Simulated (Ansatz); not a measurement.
**Notes on NaZr$_{2}$PtF$_{11}$**

```
CELL_PARAMETERS angstrom
5.82104 -2.00320 5.01129
-0.80958 5.77514 0.00000
-2.20681 -2.00320 5.01129
ATOMIC_POSITIONS crystal
Na 0.00000 0.00000 0.00000
F 0.34790 0.73960 0.26080
F 0.65210 0.26040 0.73920
F 0.50000 0.50000 0.50000
F 0.69850 0.20330 0.22040
F 0.30150 0.79670 0.77960
Zr 0.23130 0.49930 0.50070
Zr 0.76870 0.50070 0.49930
Pt 0.50000 0.00000 0.00000
F 0.99980 0.33440 0.33510
F 0.00020 0.66560 0.66490
F 0.30110 0.22070 0.20260
F 0.69890 0.77930 0.79740
F 0.10980 0.26620 0.73360
F 0.89020 0.73380 0.26640
```

Method: PBE, no spin polarisation; PAW, plane waves to 420 eV, 3×4×4 (shifted by 0.5, 0, 0 steps) mesh, fermi-dirac occupations (width 0.1 eV) (Ansatz 0.2.0), atoms fixed.

(1) Is it stable against the elements?

(2) Is the cell too large or too small?

(3) Metal or insulator?

(4) Which atom feels the largest force, and which way?

(5) Give the Bader charges.

Origin: a known structure type with other elements, at an estimated volume, so it need not be a known compound. Caveats: many states at the Fermi level without spin polarisation, so a magnetic state may lie lower; the Fermi level lies in a narrow band between gaps, which spin or distortion may split.

## Answers

(1) -2.95 eV an atom against the elements' usual phases (free molecules for gases, crystals otherwise, with no correction for O₂ or N₂), so it is bound against them; other compounds may still compete. Relaxing would lower it.

(2) The pressure is 1.6 GPa (compression positive), so with the atoms held at these fractions the cell would first expand. The principal stresses 0.9, 1.4, 2.4 GPa differ, so its shape would change too.

(3) It is a metal, with about 8 states/eV a cell as the mean within 0.25 eV of the Fermi level, mostly Pt d (73 %) and F p (20 %).

(4) The largest is on F12 (and as large on other atoms): 0.29 eV/Å, components (-0.25, 0.13, -0.05). It makes 46° with the line to a nearest neighbour, Zr7 at 2.07 Å, pointing towards it.

(5) Bader charges in e: Na +0.92, Zr +2.80, Pt +1.26, F -0.75 to -0.68. In the mean Zr gives up most and F takes most.
